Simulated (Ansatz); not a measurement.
BaTe (rock salt, space group No. 225), PBE (plane waves, PAW; program Ansatz). The conduction-band minimum lies at X, with 3 equivalent valleys. Second derivatives d²E/dk² of the lowest band at one valley (eV·Å²), along Cartesian directions:

| direction | d²E/dk² |
|---|---|
| [100] | 5.722 |
| [010] | 27.02 |
| [001] | 27.02 |
| [110] | 16.37 |
| [101] | 16.37 |
| [011] | 27.00 |

Find the principal effective masses, the density-of-states mass and the conductivity mass.

Off-diagonal terms follow from H_xy = H[110] − (H_xx + H_yy)/2, and m*/mₑ = 7.620 eV·Å² over each eigenvalue: 0.28, 0.28, 1.3. One valley's DOS mass (m₁m₂m₃)^(1/3) = 0.47, conductivity mass 3/(Σ 1/mᵢ) = 0.38 mₑ.

What effective density of states Nc follows at 300 K for parabolic valleys?

Nc = 2.509e19 × 3 × (0.47)^(3/2) ≈ 2.4e19 cm⁻³.

Space group Fm-3m (rock salt). The PBE relaxation kept the symmetry of its start. Spin–orbit coupling is left out wherever it is not named.

Potentials: the later of the program's two PAW sets.

Edges and masses are those of Kohn–Sham bands, whose gap is no quasiparticle gap.
